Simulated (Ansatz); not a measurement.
SiS$_{2}$:
```
CELL_PARAMETERS angstrom
      6.22555     0.00000     0.00000
      0.00000     7.83226     0.00000
     -1.39791     0.00000     5.67853
ATOMIC_POSITIONS crystal
  Si 0.12159 0.36475 0.61584
  Si 0.87841 0.63525 0.38416
  Si 0.87841 0.86475 0.88416
  Si 0.12159 0.13525 0.11584
  S  0.22726 0.60605 0.51181
  S  0.77274 0.39395 0.48819
  S  0.77274 0.10605 0.98819
  S  0.22726 0.89395 0.01181
  S  0.25088 0.14232 0.48861
  S  0.74912 0.85768 0.51139
  S  0.74912 0.64232 0.01139
  S  0.25088 0.35768 0.98861
```

Relaxed with r²SCAN+D4. r²SCAN+D4 in the plane-wave PAW code Ansatz gives a gap of 3.45 eV.

Problem. What gap does HSE06 give on the same cell (Ansatz, PAW)?

Solution. 4.12 eV, 0.68 eV more. The hybrid was solved on a coarser mesh and at special points; its gap is the smallest among all of these.

Cost on shared cores: the r²SCAN+D4 run (SCF on a 5×4×5 mesh, then bands and DOS) roughly 13 core-minutes, the HSE06 run (SCF on 3×2×3, then a few points) about 6 core-minutes (a rough figure); the tasks are unlike.

Space group P2_1/c. The workflow started from a Materials Project entry (that database holds measured and hypothetical structures alike); the Crystallography Open Database copy checked does not list it. COD files the formula under space group No. 72, 122, so this cell is another polymorph or a model. Its standing as an ambient phase is unchecked. The cell was relaxed with r²SCAN+D4 under the symmetry of its start; whether a distortion lowers the energy is not shown.

Potentials: the later of the program's two PAW sets.
